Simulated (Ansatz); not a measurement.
MoPt3:
```cif
data_MoPt3
_chemical_formula_sum 'Mo1 Pt3'
_space_group_name_H-M_alt 'Pmm2'
_space_group_IT_number 25
_space_group_name_Hall 'P 2 -2'
_cell_length_a 2.74001
_cell_length_b 4.47769
_cell_length_c 4.80144
_cell_angle_alpha 90.000
_cell_angle_beta 90.000
_cell_angle_gamma 90.000
loop_
_space_group_symop_operation_xyz
  'x, y, z'
  '-x, -y, z'
  '-x, y, z'
  'x, -y, z'
loop_
_atom_site_label
_atom_site_type_symbol
_atom_site_symmetry_multiplicity
_atom_site_Wyckoff_symbol
_atom_site_fract_x
_atom_site_fract_y
_atom_site_fract_z
_atom_site_occupancy
Mo1 Mo 1 a 0.00000 0.00000 0.15860 1
Pt1 Pt 1 d 0.50000 0.50000 0.33854 1
Pt2 Pt 1 c 0.50000 0.00000 0.65692 1
Pt3 Pt 1 b 0.00000 0.50000 0.84595 1
```

Relaxed at zero pressure with DFT-LDA in the program Ansatz with PAW potentials.

Q: The volume is lowered by 9 % and shape and atoms relax at that volume. What pressure results, and how do the axes share the change?

A: 37.4 GPa; a -3.2 %, b -2.9 %, c -3.1 %; the energy rises by 141 meV/atom.

Q: Give the new structure.

A: 
Space group Pmm2 (No. 25); a = 2.6516 Å, b = 4.3467 Å, c = 4.6511 Å, α = 90.00°, β = 90.00°, γ = 90.00°

| atom | site | symmetry | x | y | z |
|---|---|---|---|---|---|
| Mo | 1a | mm2 | 0.0000 | 0.0000 | 0.1595 |
| Pt | 1d | mm2 | 0.5000 | 0.5000 | 0.3384 |
| Pt | 1c | mm2 | 0.5000 | 0.0000 | 0.6582 |
| Pt | 1b | mm2 | 0.0000 | 0.5000 | 0.8439 |

The phase is kept; no other phase was compared at this pressure.

The first step of the workflow began from a Materials Project structure, measured or hypothetical; the Crystallography Open Database copy checked does not list it. With Mo and Pt taken as one species the cell has the higher symmetry P6_3/mmc, so it may be an ordered model of a mixed-site phase. Whether it is the stable phase at ambient conditions was not checked. The cell was relaxed with LDA under the symmetry of its start; its stability against distortions is not shown here. The run is not spin-polarised. Axis ratios of metals converge slowly with the k-mesh, so a and c are less sure than the volume. Spin–orbit coupling is left out wherever it is not named.

Potentials: the later of the program's two PAW sets.
